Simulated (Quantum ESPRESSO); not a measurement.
**Solid-state NMR card for PbF₂**

```
CELL_PARAMETERS angstrom
      0.00000     2.95795     2.95795
      2.95795     0.00000     2.95795
      2.95795     2.95795     0.00000
ATOMIC_POSITIONS crystal
  Pb 0.00000 0.00000 0.00000
  F  0.75000 0.75000 0.75000
  F  0.25000 0.25000 0.25000
```
Geometry: a computed entry of the Materials Project; it was not checked against measured cells. It is PbF2 in Fm-3m; whether this form has been observed was not checked. Stability against distortions was not tested.

These are absolute shieldings with no macroscopic susceptibility term; δ = σ_ref − σ needs a reference computed alike. By our sweeps, such settings leave a few ppm in absolute σ on light atoms and up to some 20 ppm from Zn on. Spin–orbit coupling is left out; its weight grows with the heaviest atom, Pb here. The structure is static (0 K, no zero-point motion).

Shieldings of H and of elements past Ba are not listed.

Question: What do the calculations give at each independent site (shieldings by PBE GIPAW (a modified build of Quantum ESPRESSO, JTH PAW datasets), 22.5 Ha, k-mesh 4×4×4 shifted, f-sum rule met within 0.002 %)?

Answer: 
| site | site symmetry | σ_iso (ppm) |
|---|---|---|
| Pb (atom 1) | m-3m | – |
| F (atoms 2, 3) | -43m | 161 |
